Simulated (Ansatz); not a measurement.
Here is the system:

Rh:
```
CELL_PARAMETERS angstrom
      2.68810     0.00000     0.00000
     -1.34405     2.32797     0.00000
      0.00000     0.00000     4.33155
ATOMIC_POSITIONS crystal
  Rh 0.66667 0.33333 0.75000
  Rh 0.33333 0.66667 0.25000
```

This is the PBEsol-relaxed structure. Tensor components refer to the Cartesian frame of this cell.

Task: All from plane-wave PAW PBEsol (Ansatz code), unless another level is named. Give the highest zone-centre frequency.

Result: 253 cm^-1.

Task: Give the bulk modulus (Birch–Murnaghan fit).

Result: 292 GPa.

Task: What about the elastic constants (relaxed ions, GPa)?

Result: C11 = 484, C12 = 182, C13 = 201, C33 = 498, C44 = 82.6.

Space group P6_3/mmc (hcp (Mg type)). The first step of the workflow began from a Materials Project structure, measured or hypothetical; the Crystallography Open Database copy checked does not list it. It is not the phase usual at ambient conditions (space group No. 225). The PBEsol relaxation kept the symmetry of its start; its stability against distortions is not shown here. The run is not spin-polarised. As this level gives no gap, shear constants depend on the k-mesh and smearing (Fermi–Dirac, 0.1 eV here). As this level gives no gap, phonon frequencies hold no LO–TO term and depend on the k-mesh and smearing (Fermi–Dirac, 0.1 eV here). On the denser mesh and wider smearing of the elastic run this cell carries a stress of 0.6 GPa.

Potentials: the later of the program's two PAW sets.
